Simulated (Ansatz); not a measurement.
Recipe of this trial structure of Sb2As2C: random cell by space group and Wyckoff sites (Immm, No. 71). Lengths were set from tabulated atomic sizes, so they are only a guess.

```
CELL_PARAMETERS angstrom
-3.04560 3.30384 3.54425
3.04560 -3.30384 3.54425
3.04560 3.30384 -3.54425
ATOMIC_POSITIONS crystal
Sb 0.81723 0.50000 0.31723
Sb 0.18277 0.50000 0.68277
As 0.87376 0.87376 0.00000
As 0.12624 0.12624 0.00000
C 0.50000 0.50000 0.00000
```

Theory: DFT PBE, scalar-relativistic, plane waves, PAW in Ansatz 0.2.0. Cutoff 420 eV, Gaussian smearing, Γ-centred meshes. Cell and atoms relax first on a coarse mesh and then on a finer one. In between, the cell is made exact in the group found at 0.06 Å. In metals the finer mesh still leaves noise of several meV/atom or more. The steps can't lower the symmetry of their start. No spin polarisation.

A guess keeps its type if space group and coordination stay and the shape of the cell changes little (axis ratios within about 15 %, angles within 6°); the volume may change.

Question: Does this structure survive the relaxation?

Answer: It doesn't keep its type. The symmetry stays Immm (No. 71). The volume per atom shrinks by 23.2 %, from 28.5 to 21.9 Å³. The shortest distance goes from 1.79 Å (As–As) to 1.83 Å (As–C). Counting neighbours within 15 % of an atom's shortest distance, the start has As 1, C 2, Sb 1 and the end As 1, C 2, Sb 1. In detail, at the end Sb is surrounded by 1 C at 2.56 Å; around As lies 1 C at 1.83 Å; around C lie 2 As at 1.83 Å and 2 Sb at 2.56 Å.

```cif
data_structure
_symmetry_space_group_name_H-M 'P 1'
_symmetry_Int_Tables_number 1
_cell_length_a 6.2853
_cell_length_b 6.2853
_cell_length_c 6.2853
_cell_angle_alpha 150.445
_cell_angle_beta 114.897
_cell_angle_gamma 73.089
_cell_volume 109.51
loop_
_atom_site_label
_atom_site_type_symbol
_atom_site_fract_x
_atom_site_fract_y
_atom_site_fract_z
_atom_site_occupancy
Sb1 Sb 0.24667 0.74667 0.50000 1
Sb2 Sb 0.75333 0.25333 0.50000 1
As1 As 0.22927 0.00000 0.22927 1
As2 As 0.77073 0.00000 0.77073 1
C1 C 0.50000 0.00000 0.50000 1
```

The last run used a 12×12×12 mesh for its 5-atom cell and Gaussian smearing of 0.10 eV. Weakly bound directions are ill-defined at this level, which has no dispersion term. These runs have no spin–orbit coupling, which can matter for Sb. Symmetry constrained the relaxation, so the result can be a saddle point. Another cell of Sb2As2C relaxed alike, in P6_3/mmc, lies 138 meV/atom lower, so this cell isn't the stable form at this level.
